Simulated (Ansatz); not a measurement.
CoO (NiAs type, P6_3/mmc) at seven volumes, PBEsol (plane waves, PAW; program Ansatz), shape and atoms relaxed at each. One row is withheld.

```
V (Å³/atom)  P (GPa)
-----------  -------
7.962          24.11
8.224          14.73
8.487           6.76
8.749           0.00
9.012          -5.79
9.274         -10.74
9.537              ?
```

Problem. Fit the shown pressures and predict the withheld one.

Solution. Third-order Birch–Murnaghan: P = (3/2)B₀(x^(7/2) − x^(5/2))[1 + (3/4)(B′ − 4)(x − 1)] with x = (V₀/V)^(2/3). Least squares on the six rows gives V₀ = 8.749 Å³/atom, B₀ = 208.6 GPa, B′ = 4.32. At V = 9.537, x = 0.9441 and P = -14.94 GPa. The run itself gave -14.96 GPa.

The start of the workflow was typed in or built on a structure type; neither database checked (COD, Materials Project) lists it. It is not the phase usual at ambient conditions (space group No. 225). Symmetry was held in the PBEsol relaxation, as lowered by the spin order; whether a distortion lowers the energy is not shown. Spin order of the final state: antiferromagnetic, chosen from 5 collinear starts compared on coarse meshes (ties went to the first, and starts can fall back to one state), not a proven ground state. No Hubbard U is applied.

Potentials: the later of the program's two PAW sets.
